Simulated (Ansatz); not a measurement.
Values for one crystal, relaxed and computed with plane-wave PAW r²SCAN (Ansatz code); other levels are named.

| Item | Value |
|---|---|
| Volume per atom | 20.25 Å³ |
| Band gap | 1.84 eV (indirect) |
| Valence-band maximum | at Γ |
| Electron effective mass | 0.23, 0.23, 1.0 mₑ (principal values) |
| Gap with spin–orbit coupling | 1.82 eV |
| HSE06 gap on the r²SCAN cell | 2.26 eV |
| Bulk modulus (Birch–Murnaghan fit) | 87.6 GPa |

**Question.** Which of these materials gives this?
(A) MnI2, CdI2 type
(B) CsCl, CsCl type
(C) SiGe, wurtzite
(D) GaP, zinc blende

**Answer.** D, GaP, zinc blende

Space group F-43m (zinc blende). Symmetry was held in the r²SCAN relaxation. Scalar-relativistic: spin–orbit coupling is off unless named, which matters more the heavier the elements.

Potentials: the later of the program's two PAW sets.
